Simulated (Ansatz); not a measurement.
Ansatz 0.2.0, single run: PtPbBrO

The command:

```bash
ansatz run input.yaml --threads 1 --pin off --max-ram 2560MiB --backend cpu --events-out ev --progress --plain --runs-dir out
```

Input:

```yaml
crystal:
  lattice:
    - [3.937319, 0.0, 0.0]
    - [0.0, 3.937319, 0.0]
    - [0.0, 0.0, 10.948537]
  atoms:
    - { symbol: Pb, position: [0.25, 0.25, 0.8912] }
    - { symbol: Pb, position: [0.75, 0.75, 0.1088] }
    - { symbol: Pt, position: [0.25, 0.25, 0.3447] }
    - { symbol: Pt, position: [0.75, 0.75, 0.6553] }
    - { symbol: Br, position: [0.25, 0.25, 0.596] }
    - { symbol: Br, position: [0.75, 0.75, 0.404] }
    - { symbol: O, position: [0.75, 0.25, 0.0] }
    - { symbol: O, position: [0.25, 0.75, 0.0] }
  symmetry: { tolerance: 0.0003 }
kpoints:
  mp_grid: { grid: [5, 5, 2], shift: [0, 0, 0] }
magnetization:
  spin_polarized: false
scf:
  occupations: { method: fermi_dirac }
  lower_state_search: light
  algorithm: direct_min
hamiltonian:
  pseudopotentials: { kind: paw }
  xc: r2scan
basis:
  ecutwfc: 500
output:
  forces: true
  stress: true
  eigenvalues: true
```

Origin of the cell: a known structure type with other elements, at an estimated volume, so it need not be a known compound.

The smearing width isn't typed, so it takes its default of 0.1 eV.

Output (shortened):

```
SCF iter   1: F=—  HF=-55633.759034 eV  Δρ=1.22e-2  dr2=4.12e-1  dr2_τ=1.09e-1
SCF iter   2: F=—  HF=-55633.802541 eV  Δρ=5.76e-3  dr2=5.38e-2  dr2_τ=6.30e-3  defer=4
SCF iter   3: F=—  HF=-55633.786904 eV  Δρ=8.25e-4  dr2=1.58e-3  dr2_τ=6.75e-5
SCF iter   4: F=—  HF=-55633.786378 eV  Δρ=4.36e-5  dr2=2.20e-6  dr2_τ=6.02e-7
SCF iter   5: F=—  HF=-55633.786387 eV  Δρ=2.33e-5  dr2=1.14e-6  dr2_τ=1.32e-7
SCF iter   6: F=—  HF=-55633.786387 eV  Δρ=9.76e-6  dr2=1.72e-7  dr2_τ=8.52e-9
SCF iter   7: F=-55633.786387 eV  HF=-55633.786387 eV  Δρ=2.11e-6  dr2=1.47e-8  dr2_τ=6.26e-10
SCF 1 converged in 7 iterations: F = -55633.786387 eV  dr2 = 1.47e-8
SCF converged after 7 iterations
Stability not checked: this state was not tested for a lower state beside it, because a direct minimisation reached the state, and no test of it is asked (direct_minimisation; see scf.lower_state_search)
Free energy (F): -55633.786387 eV
Harris-Foulkes:  -55633.786387 eV  (|F-HF|=1.26e-8)
Internal energy: -55633.602105 eV  (E = F + TS)
E sigma→0 (E₀):  -55633.694246 eV
Entropy (-TS):   -0.184281 eV (-23.035 meV/atom)
Fermi energy:    9.433853 eV
--- Per-component energies (eV) ---
  E_band       = -791.896438
  E_kinetic    = 2472.226186
  E_local      = -8178.498765  (includes V_loc(G=0)·N_el)
  E_nonlocal   = 1352.019920
  E_hartree    = 3125.240663
  E_xc         = -1555.150462
  E_vxc        = -1391.333889  (∫ρ·V_xc dr)
  E_paw        = -44694.368584  (= ΣΔE_a)
  E_vpaw       = -1385.061625  (= ΣTr[D̂ρ^β])
  E_aug_tail   = 0.002351  (compensation charges beyond the density's cutoff)
  E_vtau       = 88.259812  (kinetic-family band-sum trace: ∫τ·v_τ [+ j·A + Jᵃ·Aᵃ] dr)
  E_ewald      = -8156.161161
  E_core_change = 1.087747  (= ΣΔE_core)
  E_smearing   = -0.184281  (= −TS)
  Σ components = -55633.786387   (vs F -55633.786387, Δ=0.00e0)
--- Forces (eV/Å), atoms counted from 1 ---
  atom   1  Pb     0.000000     0.000000     0.019842
  atom   2  Pb    -0.000000     0.000000    -0.019842
  atom   3  Pt    -0.000000     0.000000     1.006378
  atom   4  Pt     0.000000     0.000000    -1.006378
  atom   5  Br     0.000000     0.000000     0.896717
  atom   6  Br    -0.000000     0.000000    -0.896717
  atom   7  O      0.000000     0.000000    -0.000000
  atom   8  O      0.000000     0.000000     0.000000
  max |Σ_I F_I| component: 0.0 eV/Å
--- Stress (GPa, compression-positive) ---
       -3.740601       0.000000      -0.000000
        0.000000      -3.740601      -0.000000
       -0.000000      -0.000000       3.908206
  P = ⅓ Tr σ = -1.1910 GPa (-11.910 kbar)
```

Caveats: no moments, though an odd count or open d shells may carry them; no spin-orbit coupling, though heavy elements are present; the k mesh is coarse if the cell is a metal.

Time: 2.9 min on 1 thread of Arm Neoverse N1, on a shared host, peak memory 0.91 GiB, from the program's own first density.
